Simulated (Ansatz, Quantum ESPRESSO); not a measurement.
Given: the input of a run of Ansatz 0.2.0 on RuAu. Atoms were shifted at random by some hundredths of an Å from the given cell, which wasn't relaxed again for these runs. The cell comes from a database or a generator and needn't be the stable form of this composition.

The input input.yaml:

```yaml
crystal:
  lattice:
    - [3.16481, 0.0, 0.0]
    - [0.0, 3.16481, 0.0]
    - [0.0, 0.0, 3.16481]
  atoms:
    - { symbol: Ru, position: [0.004585, -0.002869, 0.00412] }
    - { symbol: Au, position: [0.485395, 0.498966, 0.497092] }
kpoints:
  mp_grid: { grid: [8, 8, 8] }
scf:
  occupations: { method: fermi_dirac, width: 0.05 }
hamiltonian:
  xc: pbe
  pseudopotentials: { kind: all_electron, lapw: { basis_error: 0.001 } }
output:
  forces: true
  stress: true
  eigenvalues: true
  populations: true
```

Potentials or basis: all-electron LAPW, scalar-relativistic.

The run is started by

```sh
$ ansatz run input.yaml --threads 1 --pin off --max-ram 3072MiB --backend cpu --events-out ev --progress --plain --runs-dir out
```

Problem. What does the same run look like in Quantum ESPRESSO 7.5? Potentials or basis there: SSSP 1.3 efficiency PBE, cutoff 816 eV.

Solution. As run (cutoffs and basis follow the program's own potentials, and thresholds, step limits or extra output files can differ):

Contents of pw.in:

```
&CONTROL
  calculation = 'scf'
  prefix = 'pwscf'
  outdir = './tmp'
  pseudo_dir = './pseudo'
  tprnfor = .true.
  tstress = .true.
  disk_io = 'nowf'
/
&SYSTEM
  ibrav = 0
  nat = 2
  ntyp = 2
  ecutwfc = 60
  nbnd = 25
  occupations = 'smearing'
  smearing = 'fd'
  degauss = 0.00367493
/
&ELECTRONS
  conv_thr = 4d-10
  electron_maxstep = 120
  mixing_beta = 0.5
/
ATOMIC_SPECIES
Ru   101.0700 Ru_ONCV_PBE-1.0.oncvpsp.upf
Au   196.9666 Au_ONCV_PBE-1.0.oncvpsp.upf
CELL_PARAMETERS angstrom
   3.1648100000    0.0000000000    0.0000000000
   0.0000000000    3.1648100000    0.0000000000
   0.0000000000    0.0000000000    3.1648100000
ATOMIC_POSITIONS crystal
Ru     0.0045850000   -0.0028690000    0.0041200000
Au     0.4853950000    0.4989660000    0.4970920000
K_POINTS automatic
8 8 8 0 0 0
```

Potentials or basis: SSSP 1.3 efficiency PBE.

Launch:

```console
$ OMP_NUM_THREADS=1 pw.x -in pw.in > pw.out
```

Both were run:

|  | Ansatz | Quantum ESPRESSO |
| --- | --- | --- |
| Pressure | 0.7 GPa | 0.1 GPa |
| Largest force | 0.554 eV/Å | 0.551 eV/Å |

Where Ansatz's input types no cutoff or centring, it takes its own default and a Γ-centred mesh.

Pressure is positive in compression.
